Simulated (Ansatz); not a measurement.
**Hg4Pt: enthalpy against pressure**

Hg4Pt, Im-3m, a = 6.229 Å. The structure is a COD entry; whether it is the stable form wasn't checked. Ansatz: PBEsol, PAW, 420 eV, Γ-centred 8×8×8 mesh on 5 atoms, Gaussian smearing 0.10 eV; no spin polarisation. Cell and atoms are relaxed at each pressure, and no other structure is tried, so the rows at high pressure may lie past a change of phase. y is the enthalpy over the state at zero pressure; there V0 = 24.167 Å³/atom. The pressures are the targets, met within 0.08 GPa.

```
P (GPa) y (eV/atom)
   -2.0      -0.3055
    0.0       0.0000
    2.0       0.2982
    5.0       0.7338
   10.0            ?
   20.0       2.7642
   40.0       5.2276
```

Fit y = c1 P + c2 P² + c3 P³ to the other rows, say what c1 and c2 mean, and predict the missing value.

Least squares on the rows shown. y = 0.15050 P − 0.00073487 P² + 5.9879×10⁻⁶ P³. Since dH/dP = V, c1 is V0: 0.15050 eV/GPa × 160.2 = 24.110 Å³ against 24.167; c2 = −V0/(2B0) gives B0 = 102 GPa, where a Birch–Murnaghan fit to the volumes of the same runs (not shown) gives 82 GPa: a cubic over this range folds the higher terms into c2. At P = 10.0 the fit asked for gives 1.4375 eV/atom. The run gave 1.4345 eV/atom, so the fit is 0.0030 eV/atom too high, 0.054 % of the span of the series, against an rms of 0.0008 eV/atom on the fitted rows. With a term in P⁴ added, a fit to the same known rows predicts 1.4337 eV/atom, so most of the miss is curvature that the known rows already hold.

The mesh isn't the same in all rows (8×8×8, 10×10×10). Spin–orbit coupling is left out, which can shift energies with elements as heavy as these.